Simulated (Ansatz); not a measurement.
ZrGeS:
```
ZrGeS
1.0
    3.60234     0.00000     0.00000
    0.00000     3.60234     0.00000
    0.00000     0.00000     7.98348
Zr Ge S
2 2 2
Direct
  0.00000   0.50000   0.72359
  0.50000   0.00000   0.27641
  0.50000   0.50000   0.00000
  0.00000   0.00000   0.00000
  0.00000   0.50000   0.37969
  0.50000   0.00000   0.62031
```

Relaxed with PBEsol. Special points in fractions of this cell's reciprocal vectors: Γ (0.000, 0.000, 0.000); X (0.000, 0.500, 0.000); M (0.500, 0.500, 0.000); Z (0.000, 0.000, 0.500); R (0.000, 0.500, 0.500); A (0.500, 0.500, 0.500).

Q: List the band energies nearest the Fermi level at these points for plane-wave PAW PBEsol (Ansatz code).

A: In eV from the Fermi level; about four levels below and three above (degenerate sets whole), none deeper than 8.9 eV; points with the same levels are listed once.

| k | below | above |
|---|---|---|
| Γ | -2.26 -2.26 -1.16 -0.41 | 0.52 0.93 1.16 |
| X | -1.82 -1.82 -0.56 -0.56 | 0.68 0.68 1.84 1.84 |
| M | -3.81 -3.81 -2.39 -2.39 | 2.54 2.54 2.84 2.84 |
| Z | -2.85 -2.85 -2.70 -2.24 -2.24 | 0.11 0.95 1.14 |
| R | -2.07 -2.07 -0.26 -0.26 | 0.86 0.86 1.75 1.75 |
| A | -3.78 -3.78 -2.44 -2.44 | 1.51 1.51 2.60 2.60 |

Space group P4/nmm. The workflow started from a Materials Project entry (that database holds measured and hypothetical structures alike); the Crystallography Open Database files this formula in space group No. 129, but the cells were not matched. Whether it is the stable phase at ambient conditions was not checked. Symmetry was held in the PBEsol relaxation; whether a distortion lowers the energy is not shown. No spin polarisation was allowed. Scalar-relativistic: spin–orbit coupling is off unless named, which matters more the heavier the elements.

Potentials: the later of the program's two PAW sets.
